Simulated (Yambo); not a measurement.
G0W0@PBEsol for Ag$_{2}$S (space group Cm, No. 8, within 0.06 Å of Cmcm) in Yambo. Reference settings: 4×4×2 Γ-centred k mesh, bands 17 to 200 and a 7 Ry block in the screening, 200 bands in G with the Bruneval-Gonze terminator, plasmon pole fitted at 27.2 eV. The PBEsol gap Γ → Γ on this mesh is 1.11 eV; G0W0 gaps are taken between the same points.

The settings were changed. The gap went from 1.91 eV to 1.76 eV, and the shift of the valence edge from -0.49 eV to -0.13 eV.

Task: What was changed between the two runs?
(A) 137 bands in G
(B) 137 bands in G, no terminator
(C) 6 Ry block
(D) 1 Ry block

Result: B, 137 bands in G, no terminator. The others gave (gap, valence shift): 6 Ry block: 1.89, -0.46 eV; 137 bands in G: 1.92, -0.48 eV; 1 Ry block: 2.42, -0.60 eV.

Spin-orbit coupling is not included.

Geometry of the Materials Project entry, not relaxed at this level; primitive cell a = 4.232 Å, b = 4.232 Å, c = 7.434 Å, α = 90.09°, β = 90.09°, γ = 67.84°.

The structure is a Materials Project entry; no match was found in the copy of COD used, and its stability was not checked.

A shift is the quasiparticle energy of the state minus its PBEsol energy.
